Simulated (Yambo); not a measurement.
Yambo input for NaYS2 (space group R-3m, No. 166) under isotropic strain of +2 % on all lattice vectors (a = b = c = 7.1034 Å, α = β = γ = 32.83°), on PBEsol (pw.x of Quantum ESPRESSO, ONCV potentials, no spin-orbit coupling) wavefunctions on a 6×6×6 mesh:

```
optics
chi
dipoles
kernel
FFTGvecs= 40 Ry
Chimod= "HARTREE"
NGsBlkXd= 4 Ry
% QpntsRXd
 1 | 1 |
%
% BndsRnXd
 3 | 67 |
%
GrFnTpXd= "R"
% EnRngeXd
 0.0 | 20.0 | eV
%
% DmRngeXd
 0.2 | 0.2 | eV
%
CGrdSpXd= 50
ETStpsXd= 161
% LongDrXd
 1.0 | 0.0 | 0.0 |
%
```

First lines of the file o-*.eps_q1_inv_rpa_dyson:

```
Absorption @ Q(1):   1.00000000     0.00000000     0.00000000    [q->0 direction]
#
# [ X ] Hartree size     :   99
# [GEN] GF Energies     : Perdew, Burke & Ernzerhof SOL(X)+Perdew, Burke & Ernzerhof SOL(C)
# [GEN] Green`s Function     : Retarded
#
# [GEN] Gauge     : Length
# [GEN] [r,Vnl] included     : yes
#
#    E[1] [eV]     Im(eps)     Re(eps)     Im(eps_o)     Re(eps_o)
#
     0.000000     0.354997E-8     5.461510     0.54036E-17     6.295756
     0.125000     0.009174     5.464346     0.011461     6.299298
     0.250000     0.018455     5.472886     0.023059     6.309964
     0.375000     0.027950     5.487228     0.034935     6.327881
     0.500000     0.037776     5.507535     0.047241     6.353260
     0.625000     0.048063     5.534048     0.060143     6.386413
     0.750000     0.058957     5.567087     0.073833     6.427754
     0.875000     0.070627     5.607069     0.088532     6.477825
     1.000000     0.083277     5.654518     0.104509     6.537307
     1.125000     0.097152     5.710095     0.122088     6.607061
     1.250000     0.112562     5.774619     0.141678     6.688159
     1.375000     0.129894     5.849113     0.163800     6.781941
     1.500000     0.149656     5.934856     0.189133     6.890089
     1.625000     0.172516     6.033457     0.218581     7.014731
     1.750000     0.199379     6.146964     0.253377     7.158584
     1.875000     0.231503     6.278011     0.295247     7.325163
     2.000000     0.270684     6.430040     0.346674     7.519086
     2.125000     0.319568     6.607624     0.411361     7.746529
     2.250000     0.382215     6.816960     0.495043     8.015918
     2.375000     0.465137     7.066616     0.607038     8.338986
     2.500000     0.579375     7.368653     0.763371     8.732352
     2.625000     0.744981     7.740095     0.993603     9.219533
     2.750000     1.001405     8.203575     1.356880     9.831373
     2.875000     1.432036     8.778531     1.980167     10.59069
     3.000000     2.200376     9.418235     3.113604     11.40794
     3.125000     3.434515     9.870114     4.935782     11.84662
     3.250000     5.053496     9.882785     7.205549     11.44026
     3.375000     7.060030     9.140090     9.592719     9.751209
     3.500000     8.750988     6.630863     10.62086     6.109495
     3.625000     7.706343     3.676895     8.496541     3.315418
     3.750000     5.881780     2.841737     6.428466     2.946636
     3.875000     4.551453     2.794610     5.082529     3.167414
     4.000000     3.609190     3.319824     4.209576     3.871889
```
(The file goes on to the top of the energy range.) Convergence of the RPA response with its 6×6×6 mesh was not tested.

Geometry strained from the cell relaxed with PBEsol, atoms relaxed again.
